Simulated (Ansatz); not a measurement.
An Ansatz input:

```yaml
crystal:
  lattice:
    - [0.0, 2.5125686141, 2.5125686141]
    - [2.5125686141, 0.0, 2.5125686141]
    - [2.5125686141, 2.5125686141, 0.0]
  atoms:
    - { symbol: Mn, position: [0.125, 0.125, 0.125], spin: 3.0 }
    - { symbol: Mn, position: [0.875, 0.875, 0.875], spin: -3.0 }
hamiltonian:
  xc: blyp
  pseudopotentials:
    kind: paw
    azcp:
      Mn: "pseudopotentials/Mn.paw.azcp"
basis:
  ecutwfc: 420
  fft_grid_basis: typed
kpoints:
  mp_grid: { grid: [11, 11, 11], shift: [0, 0, 0] }
magnetization:
  spin_polarized: true
scf:
  occupations: { method: fermi_dirac, width: 0.05 }
relax:
  max_steps: 60
  f_tol: 0.01
  cell: {}
```

Terminal output

```
Engine: ansatz 0.2.0, aarch64-unknown-linux-gnu
Pseudopotentials: kind: paw
Pseudopotential: Mn, paw, valence charge 15, recommended cutoff 420 eV (normal) 
Functional definition: BLYP
  parameter beta = 0.0042
  parameter a = 0.04918
  parameter b = 0.132
  parameter c = 0.2533
  parameter d = 0.349
  exchange = b88_x(beta = beta)
  correlation = lyp_c(a = a, b = b, c = c, d = d)
Crystal: 2 atoms, lattice volume = 31.724 Å³
Basis set: ecut = 420 eV, 609 PW (Γ), exchange–correlation on 48×48×48 points (8 copies of the dense FFT grid, shifted against one another)
Bands: 22, of which v1, the nominal top of the filled ones, is band 15 counted from 1 (14 counted from 0)
Symmetry: 24 space group operations
Space group: F-43m (ITA 216), of the structure as read, at distance tolerance 3.2e-5 Å
Magnetic group: BNS 227.130 (UNI 1632), of the structure as read, at distance tolerance 3.2e-5 Å
k-points: 56 of 1331 (time reversal used)
Non-local potential: Mn, projectors of the file, l = 0: 3, l = 1: 2, l = 2: 3, l = 3: 1
PAW form: soft (Blöchl's): semilocal exchange-correlation on the pseudo side does not see the compensation charge
PAW frozen core: Mn, regenerated for the run's functional, and the local potential with it (the file was generated under x = pbe(κ = 0.804, μ = 0.2195149727645171), c = pbe(β = 0.06672455060314922))
PAW one-centre angular grid: Mn, 590 points (default); XC on 64 Gauss nodes
Initial density: superposition of atomic densities (chi_scale 0.1, normalization cell)
Starting moments: Σ|m| = 6 μB on 2 of 2 sites
Starting magnetic order: antiferromagnet; an inversion exchanges its spin sublattices: spin-degenerate at every k-point
Initial wavefunctions: pseudopotential atomic-orbital guess
Functional: x = b88, c = lyp
iter 1 solved again at ethr=1.65e-3 eV; its pass at ethr=3.10e-3 eV (dr2=4.96e-1 eV) is discarded
SCF iter   1: F=—  HF=-7807.628414 eV  |F-HF|=—  |Δ(HF+E_count)|=         —  Δρ=3.16e-2 (↑3.16e-2 ↓3.16e-2)  dr2=5.00e-1  dr2_m=6.40e-2  M=0.000 μB ∫|m|=5.277 μB  β_m=0.30  ethr=1.65e-3  ⟨swp⟩=1.0  Hψ=12874  notcnv=0
...
SCF iter   5: F=—  HF=-7810.318701 eV  |F-HF|=—  |Δ(HF+E_count)|=  5.55e-10  Δρ=2.88e-7 (↑2.14e-7 ↓2.88e-7)  dr2=6.31e-12  dr2_m=1.94e-11  M=0.000 μB ∫|m|=4.646 μB  β_m=0.86  ethr=1.00e-12  ⟨swp⟩=2.0  Hψ=3244  notcnv=0
SCF iter   6: F=—  HF=-7810.318701 eV  |F-HF|=—  |Δ(HF+E_count)|=  1.69e-10  Δρ=4.68e-7 (↑4.68e-7 ↓6.18e-8)  dr2=6.75e-11  dr2_m=1.59e-11  M=-0.000 μB ∫|m|=4.646 μB  β_m=0.62  ethr=1.00e-12  ⟨swp⟩=2.0  Hψ=2938  notcnv=0  recentre
SCF iter   7: F=—  HF=-7810.318701 eV  |F-HF|=—  |Δ(HF+E_count)|=  1.27e-11  Δρ=1.76e-7 (↑1.12e-7 ↓1.76e-7)  dr2=9.89e-12  dr2_m=3.87e-12  M=0.000 μB ∫|m|=4.646 μB  β_m=0.66  ethr=1.00e-12  ⟨swp⟩=1.9  Hψ=2836  notcnv=0
SCF iter   8: F=-7810.318701 eV  HF=-7810.318701 eV  |F-HF|=9.09e-13  |Δ(HF+E_count)|=  8.19e-12  Δρ=6.01e-8 (↑6.01e-8 ↓5.04e-8)  dr2=3.28e-12  dr2_m=1.79e-13  M=-0.000 μB ∫|m|=4.646 μB  ethr=1.00e-12  ⟨swp⟩=3.7  Hψ=9125  notcnv=0
SCF 8 converged in 8 iterations: F = -7810.318701 eV  dr2 = 3.28e-12
relax step   8: F+E_penalty+E_count = -7810.31870117 eV  Δ(F+E_penalty+E_count) = -9.960e-6 eV  max|allowed force component| = 2.128e-16 eV/Å  Δτ_max = 0.0000 Å  P = +0.005 GPa  Ω = 35.196 Å³  stress off target by 4.64e-3 GPa  SCF on the basis re-selected at this cell (its energy is not comparable with the rows above)  (8 SCF iters)
basis re-selected at this cell: Δ(F+E_penalty+E_count) = -9.960e-6 eV, ΔP = -0.000 GPa vs the last step (what re-selecting the basis moved, of the pressure what is left beyond the Pulay correction that the steps carried, after the strain that the cell walked since its last selection, with what the two solves' SCF thresholds leave and, on support functions, any second-order correction that the steps lacked; it is no measure of the basis error at this ecutwfc). This SCF's stress stands 4.64e-3 GPa from its target on what of the cell is left free (relax.cell.stress_tol is 5.00e-2 GPa) and its largest allowed force component is 2.13e-16 eV/Å (relax.f_tol is 1.00e-2 eV/Å): within both
SCF converged after 8 iterations
Magnetization: -0.0000 μB (15.0000 up, 15.0000 down)
Absolute magnetization: 4.6462 μB (∫|ρ↑−ρ↓|, with the PAW one-centre terms)
Spin contamination: 1.5434 ħ² per cell (⟨S²⟩ above its minimum at these occupations)
Per-site moments (μB) at R_I (Å): [(2.091934061171203, 0.929202248494157), (-2.0919340756378064, 0.929202248494157)]
Free energy (F): -7810.318701 eV
Harris-Foulkes:  -7810.318701 eV  (|F-HF|=9.09e-13)
Internal energy: -7810.313336 eV  (E = F + TS)
E sigma→0 (E₀):  -7810.316018 eV
Entropy (-TS):   -0.005366 eV (-2.683 meV/atom)
Fermi energy:    11.651718 eV
--- Per-component energies (eV) ---
  E_band       = -571.812952
  E_kinetic    = 611.399000
  E_local      = -4630.350615  (includes V_loc(G=0)·N_el)
  E_nonlocal   = 483.948585
  E_hartree    = 1922.994313
  E_xc         = -223.220609
  E_vxc        = -284.686550  (∫ρ·V_xc dr)
  E_paw        = -2620.210540  (= ΣΔE_a)
  E_vpaw       = -598.112133  (= ΣTr[D̂ρ^β])
  E_aug_tail   = -0.000018  (compensation charges beyond the density's cutoff)
  E_ewald      = -3354.898215
  E_core_change = 0.024765  (= ΣΔE_core)
  E_smearing   = -0.005366  (= −TS)
  E_closure    = -0.000000  (closes the sum)
  Σ components = -7810.318701   (vs F -7810.318701, Δ=0.00e0)
--- Forces (eV/Å), atoms counted from 1 ---
  atom   1  Mn     0.00000000    -0.00000000    -0.00000000
  atom   2  Mn    -0.00000000     0.00000000     0.00000000
  max |Σ_I F_I| component: 9.25e-17 eV/Å
--- Stress (GPa, compression-positive) ---
        0.004638       0.000000       0.000000
        0.000000       0.004638      -0.000000
        0.000000      -0.000000       0.004638
  P = ⅓ Tr σ = 0.0046 GPa (0.046 kbar)
--- Relaxed structure (6 steps of the walk, 6 accepted, 2 SCFs on fresh bases) ---
  F+E_penalty+E_count = -7810.31870117 eV   max|allowed force component| = 2.128e-16 eV/Å   (the final SCF, on the basis selected at the relaxed cell)
  cell:  # Å, volume = 35.1963 Å³
    - [-7.604842759096667e-33, 2.60109172508949, 2.60109172508949]
    - [2.60109172508949, 3.095438509984071e-33, 2.60109172508949]
    - [2.60109172508949, 2.60109172508949, -1.9260506284345332e-32]
  atoms:
    - { symbol: Mn, position: [0.12499999999999999, 0.12499999999999999, 0.12499999999999999] }
    - { symbol: Mn, position: [0.8749999999999998, 0.8749999999999998, 0.8749999999999998] }
```
